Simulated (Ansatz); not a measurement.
Consider the following.

MgO (rock salt, Fm-3m), a = 4.214 Å, b = 4.214 Å, c = 4.214 Å, α = 90.00°, β = 90.00°, γ = 90.00°; the cell used has 2 atoms.

This is the PBEsol-relaxed structure.

Q: All from PBEsol (plane waves, PAW; program Ansatz), unless another level is named. Predict the HSE06 gap on the PBEsol cell.

A: 6.47 eV.

Q: Next, the band gap?

A: 4.62 eV (direct).

Q: Next, the hole effective mass, band 3 of 3 at the edge?

A: 0.38 along [100], 0.34 along [110], 0.33 along [111] (mₑ).

Q: Next, the hole effective mass, band 1 of 3 at the edge?

A: 2.1 along [100], 5.7 along [110], 3.6 along [111] (mₑ).

Q: Give the formation energy from the elements (no fitted shifts).

A: -2.74 eV/atom.

Q: Predict the valence-band maximum.

A: at Γ.

The cell was relaxed with PBEsol under the symmetry of its start; phonons on a q-mesh show no instability. The volume moved by -16 % from the start of the relaxation. The references are the lowest solids computed at this level, not always the standard phases (solids in place of the gases).

Potentials: the later of the program's two PAW sets.
